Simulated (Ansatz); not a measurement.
The relaxed structure here is a generated cell of Al: the first start was made by a random draw of sites in a space group, and the end was not matched to a known phase here, so it may be hypothetical. Known forms of Al include space group No. 225.

A relaxed structure of Al. Computed with PBE (plane waves to 420 eV, PAW, scalar-relativistic; Ansatz, an electronic-structure program).

```xyz
1
Lattice="2.7203 0.0000 0.0000 0.0000 2.7203 0.0000 0.0000 0.0000 2.7203" Properties=species:S:1:pos:R:3 pbc="T T T"
Al     1.3602     1.3602     1.3602
```

Find the space group and the Wyckoff positions (tolerance 0.01 Å).

Space group Pm-3m (No. 221); a = b = c = 2.7203 Å, α = β = γ = 90.00°

```tsv
atom	site	symmetry	x	y	z
Al	1b	m-3m	0.5000	0.5000	0.5000
```

This is the AFLOW prototype A_cP1_221_a (A_h).

Give the shortest distances between elements (the closest pairs, up to four, under 3.6 Å).

Al–Al 2.72 Å.

```json
{
  "volume_per_atom": "20.13 Å³",
  "band_gap": "no gap (metallic)"
}
```

No spin polarisation in the result.

The run could not lose the symmetry of its start, so the end can be a saddle point.
